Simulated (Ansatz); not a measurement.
An elastic tensor (GPa, Voigt order, standard axes) from plane-wave PAW r²SCAN (Ansatz code):

|  | 1 | 2 | 3 | 4 | 5 | 6 |
|---|---|---|---|---|---|---|
| 1 | 526 | 110 | 51.2 | 0.0 | 0.0 | 0.0 |
| 2 | 110 | 526 | 51.2 | 0.0 | 0.0 | 0.0 |
| 3 | 51.2 | 51.2 | 575 | 0.0 | 0.0 | 0.0 |
| 4 | 0.0 | 0.0 | 0.0 | 172 | 0.0 | 0.0 |
| 5 | 0.0 | 0.0 | 0.0 | 0.0 | 172 | 0.0 |
| 6 | 0.0 | 0.0 | 0.0 | 0.0 | 0.0 | 208 |

### Question
Which compound is it?
A) SiC, 4H polytype
B) Si, P6_3/mmc (Si on 4f)
C) C, P6_3/mmc (C on 4e, C on 4f)
D) C, P6_3/mmc (C on 4f, C on 4f, C on 4e)

### Answer
A, SiC, 4H polytype

Space group P6_3mc (4H polytype). The r²SCAN relaxation kept the symmetry of its start; phonons on a q-mesh show no instability.

Potentials: the earlier of the program's two PAW sets.
